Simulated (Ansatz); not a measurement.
Consider the following.

Y2N:
```xyz
6
Lattice="4.5558 0.0000 0.0000 0.0000 4.5558 0.0000 0.0000 0.0000 7.0606" Properties=species:S:1:pos:R:3 pbc="T T T"
Y      0.0000     0.0000     0.0000
Y      2.2779     2.2779     0.0000
Y      2.2779     0.0000     4.2477
Y      0.0000     2.2779     2.8129
N      2.2779     0.0000     6.4106
N      0.0000     2.2779     0.6500
```

This is the r²SCAN+D4-relaxed structure.

Question: All from the program Ansatz at the r²SCAN+D4 level (PAW), unless another level is named. Predict the electronic character.

Answer: metallic (no gap).

Question: Next, the formation energy from the elements (no fitted shifts)?

Answer: -1.10 eV/atom.

Question: And the density of states at the Fermi level?

Answer: 0.85 states/eV per atom (mean over ±0.08 eV).

Space group P4/nmm. The cell is a constructed one: a structure type filled with these elements; neither database checked (COD, Materials Project) lists it. Its standing as an ambient phase is unchecked. The cell was relaxed with r²SCAN+D4 under the symmetry of its start; its stability against distortions is not shown here. No spin polarisation was allowed. The references are the lowest solids computed at this level, not always the standard phases (solids in place of the gases). Spin–orbit coupling is left out wherever it is not named.

Potentials: the later of the program's two PAW sets.
